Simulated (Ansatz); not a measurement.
GaN (zinc blende, F-43m), a = 4.498 Å, b = 4.498 Å, c = 4.498 Å, α = 90.00°, β = 90.00°, γ = 90.00°; the cell used has 2 atoms.

Relaxed with r²SCAN. Independent-particle spectrum: no excitons, no local fields, no scissors shift; 0.1 eV broadening; ε₁ of the summed bands alone.

**Question.** Tabulate the dielectric function from plane-wave PAW r²SCAN (Ansatz code).

**Answer.** 

```tsv
E (eV)	ε₁ xx	ε₂ xx
0.0	5.30	0.00
0.3	5.31	0.00
0.6	5.34	0.00
0.9	5.39	0.00
1.2	5.47	0.00
1.5	5.59	0.00
1.8	5.78	0.00
2.1	6.21	0.05
2.4	6.37	0.71
2.7	6.21	0.99
3.0	6.11	1.15
3.3	6.06	1.27
3.6	6.04	1.36
3.9	6.07	1.46
4.2	6.13	1.55
4.5	6.23	1.66
4.8	6.38	1.78
5.1	6.59	1.94
5.4	6.88	2.16
5.7	7.28	2.50
6.0	7.85	3.13
6.3	7.73	4.64
6.6	7.97	5.04
6.9	7.44	7.17
7.2	5.41	7.64
7.5	4.41	7.65
7.8	3.35	7.79
8.1	1.94	7.54
8.4	0.70	6.42
8.7	0.25	4.45
9.0	1.97	2.90
9.3	3.90	3.51
9.6	6.27	6.34
9.9	1.71	7.83
10.2	1.24	7.13
10.5	-0.23	7.32
10.8	-1.23	5.60
11.1	-0.44	4.17
11.4	0.49	4.39
11.7	0.74	4.67
12.0	1.63	5.90
```

**Question.** From ε at 3.6 eV (xx: 6.04 + 1.36i), find n, k, the normal reflectivity and the absorption coefficient.

**Answer.** n = 2.47, k = 0.275, R = 18 %, α = 2kE/ħc = 100000 cm⁻¹.

With all bands, ε∞ without local fields is 5.45. DFPT, with local fields, gives 5.50.

The cell was relaxed with r²SCAN under the symmetry of its start; phonons on a q-mesh show no instability. Scalar-relativistic: spin–orbit coupling is off unless named, which matters more the heavier the elements.

Potentials: the later of the program's two PAW sets.
